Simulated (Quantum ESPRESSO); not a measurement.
pw.x input (Quantum ESPRESSO 7.5; PBEsol, PseudoDojo standard norm-conserving files, scalar-relativistic):

```
&CONTROL
  calculation = 'scf'
  pseudo_dir = './pseudo'
  outdir = './out'
  tprnfor = .true.
  tstress = .true.
/
&SYSTEM
  ibrav = 0
  nat = 8
  ntyp = 4
  ecutwfc = 110.0
  ecutrho = 440.0
  occupations = 'smearing'
  smearing = 'fd'
  degauss = 0.002
  nbnd = 43
/
&ELECTRONS
  conv_thr = 8e-10
/
ATOMIC_SPECIES
O 15.9990 O.upf
Cl 35.4500 Cl.upf
La 138.9055 La.upf
Bi 208.9804 Bi.upf
CELL_PARAMETERS angstrom
  3.956610764000   0.000000000000   0.000000000000
  0.000000000000   3.956610764000   0.000000000000
  0.000000000000   0.000000000000   9.032140324000
ATOMIC_POSITIONS crystal
O   0.000000000000   0.500000000000   0.167185827300
O   0.000000000000   0.500000000000   0.832814172700
O   0.500000000000   0.000000000000   0.167185827300
O   0.500000000000   0.000000000000   0.832814172700
Cl   0.000000000000   0.000000000000   0.500000000000
La   0.000000000000   0.000000000000   0.000000000000
Bi   0.500000000000   0.500000000000   0.287205254400
Bi   0.500000000000   0.500000000000   0.712794745600
K_POINTS automatic
8 8 4 0 0 0
```

End of the output:

```

[...]
     the Fermi energy is     9.0384 ev
!    total energy              =    -562.08891386 Ry
     estimated scf accuracy    <          2.9E-10 Ry
     smearing contrib. (-TS)   =      -0.00000000 Ry
     internal energy E=F+TS    =    -562.08891386 Ry
     The total energy is F=E-TS. E is the sum of the following terms:
     one-electron contribution =    -164.13443909 Ry
     hartree contribution      =     128.28485370 Ry
     xc contribution           =    -143.67754799 Ry
     ewald contribution        =    -382.56178048 Ry
     convergence has been achieved in  14 iterations
     Forces acting on atoms (cartesian axes, Ry/au):
     atom    1 type  1   force =     0.00000000    0.00000000    0.00053939
     atom    2 type  1   force =     0.00000000    0.00000000   -0.00053939
     atom    3 type  1   force =     0.00000000    0.00000000    0.00053939
     atom    4 type  1   force =     0.00000000    0.00000000   -0.00053939
     atom    5 type  2   force =     0.00000000    0.00000000    0.00000000
     atom    6 type  3   force =     0.00000000    0.00000000    0.00000000
     atom    7 type  4   force =     0.00000000    0.00000000   -0.01056729
     atom    8 type  4   force =     0.00000000    0.00000000    0.01056729
     Total force =     0.014983     Total SCF correction =     0.000037
     Computing stress (Cartesian axis) and pressure
          total   stress  (Ry/bohr**3)                   (kbar)     P=      -20.04
  -0.00014643   0.00000000   0.00000000          -21.54        0.00        0.00
   0.00000000  -0.00014643   0.00000000            0.00      -21.54        0.00
   0.00000000   0.00000000  -0.00011590            0.00        0.00      -17.05
```
In a gapped system the printed Fermi energy is only some level inside the gap.

Spin-orbit coupling is not included.

Geometry relaxed with PBE+D3(BJ).
